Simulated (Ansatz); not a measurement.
**Moment against volume in AlNi₃ (Pm-3m)**

The reference geometry is a structure from the Materials Project; nothing is relaxed.

Common settings: PBE, 10×10×10 k mesh, Fermi–Dirac smearing of 0.03 eV. PAW means Ansatz 0.2.0 on its default frozen-core files; LAPW is all-electron LAPW in Ansatz 0.2.0. Site moments are integrated in spheres about the atoms, whose radii differ between the methods.

Input of the first run:

```yaml
crystal:
  lattice:
    - [3.5230547267, 0.0, 0.0]
    - [0.0, 3.5230547267, 0.0]
    - [0.0, 0.0, 3.5230547267]
  atoms:
    - { symbol: Al, position: [0.0, 0.0, 0.0] }
    - { symbol: Ni, position: [0.0, 0.5, 0.5], spin: 1.5 }
    - { symbol: Ni, position: [0.5, 0.0, 0.5], spin: 1.5 }
    - { symbol: Ni, position: [0.5, 0.5, 0.0], spin: 1.5 }
magnetization:
  spin_polarized: true
kpoints:
  mp_grid: { grid: [10, 10, 10] }
scf:
  occupations: { method: fermi_dirac, width: 0.03 }
hamiltonian:
  xc: pbe
  pseudopotentials: { kind: paw }
output:
  forces: true
  stress: true
  eigenvalues: true
  populations: true
  write_density: true
  write_potential: true
  elf: true
  volumetric_format: npy
```

Command: `ansatz run input.yaml --threads 2 --pin off --max-ram 6144MiB --backend cpu --events-out ev --progress --plain --runs-dir out`

The input for «volume scaled by 0.66» by LAPW differs from it in these lines, output keys apart:

```diff
-    - [3.5230547267, 0.0, 0.0]
-    - [0.0, 3.5230547267, 0.0]
-    - [0.0, 0.0, 3.5230547267]
+    - [3.0673784919, 0.0, 0.0]
+    - [0.0, 3.0673784919, 0.0]
+    - [0.0, 0.0, 3.0673784919]
-  pseudopotentials: { kind: paw }
+  pseudopotentials: { kind: all_electron, lapw: { basis_error: 0.001 } }
```

The cell shown is scaled evenly to other volumes, and every spin-polarised run starts from the same moments.

The search for lower states is left at its default.

Task: Over V/V₀ from 0.66 to 1.25, do the moments collapse, and if so where?

Result: The moments are gone at V/V₀ = 0.8 (85 GPa) and below, and present from 0.86 (52 GPa) upwards, where the largest is 0.24 μB at first.
```tsv
V/V₀	Å³/atom	M PAW (μB/cell)	M LAPW (μB/cell)	largest site moment, PAW (μB)	P PAW (GPa)	P LAPW (GPa)	F − F(unpolarised), PAW (meV/atom)
0.66	7.22	0.00	0.00	0.00	229.1	228.8	0
0.74	8.09	0.00	–	0.00	132.4	–	0
0.8	8.75	0.00	–	0.00	85.3	–	0
0.86	9.40	0.65	0.66	0.24	52.5	52.3	-1
0.92	10.06	0.70	–	0.26	28.9	–	-2
0.96	10.49	0.72	–	0.27	16.9	–	-3
1	10.93	0.73	0.73	0.27	7.3	7.3	-4
1.04	11.37	0.74	–	0.28	-0.4	–	-5
1.1	12.03	0.75	–	0.28	-9.3	–	-6
1.25	13.66	0.80	0.80	0.30	-22.0	-22.0	-8
```

Task: Fit a third-order Birch–Murnaghan equation to the PAW pressures of the magnetic runs between 0.85 and 1.11 V₀. What are the zero-pressure volume and bulk modulus, and what do the unpolarised runs give?

Result: V = 11.34 Å³/atom (1.038 V₀), B = 182 GPa, B′ = 4.5, with a worst miss of 0.02 GPa. The unpolarised pressures, 52.1, 28.5, 16.6, 7.0, -0.7, -9.5 GPa at V/V₀ = 0.86, 0.92, 0.96, 1, 1.04, 1.1, give 11.33 Å³/atom and 183 GPa, so the moments change the volume by +0.2 %. Cell shape and inner coordinates are held, so these aren't the relaxed crystal's values unless symmetry fixes them.

 These are results for the start and cell typed. The real compound can order otherwise, in a larger cell, or not at all, since semilocal functionals without spin fluctuations often overstate magnetism; near a collapse of the moment, mesh and smearing move it by tens of per cent.
